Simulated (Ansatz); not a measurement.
With DFT-PBEsol in the program Ansatz with PAW potentials, CdGaNO in the trigonal phase (P3m1; Ga on 1b, Cd on 1c, O on 1b, N on 1c) relaxes to a = 3.281 Å, c = 5.684 Å. Ga has 4 nearest neighbours from 1.88 Å (tetrahedral); Cd has 4 nearest neighbours from 2.17 Å (tetrahedral). Its formation energy from the elements is -0.76 eV/atom, with no fitted shifts.

It is gapped at this level: 0.51 eV (direct). The valence maximum lies at Γ and the conduction minimum at Γ. Electrons at the band edge weigh 0.095, 0.095, 0.11 mₑ (principal values).

The bulk modulus is 139 GPa. The relaxed-ion elastic constants in GPa are C11 = 207, C12 = 94.1, C13 = 96.6, C14 = -1.9, C33 = 301, C44 = 40.5. The elastic constants imply a Debye temperature near 402 K. Perturbation theory gives ε∞ = 6.91 (xx = yy), 6.96 (zz). Letting the ions move raises it to ε0 = 12.0 (xx = yy), 11.1 (zz). Born charges are Ga +2.76, Cd +2.17, O -2.44, N -2.50 e. Without the LO–TO term the highest mode at Γ lies at 75.9 meV.

The start of the workflow was typed in or built on a structure type; neither database checked (COD, Materials Project) lists it. Whether it is the stable phase at ambient conditions was not checked. The cell was relaxed with PBEsol under the symmetry of its start; its stability against distortions is not shown here. The references are the lowest solids computed at this level, not always the standard phases (solids in place of the gases). Spin–orbit coupling is left out wherever it is not named.

Potentials: the earlier of the program's two PAW sets. The files were generated under PBE; for other functionals the program regenerates the frozen cores, and for LDA and PBEsol the local potential too.
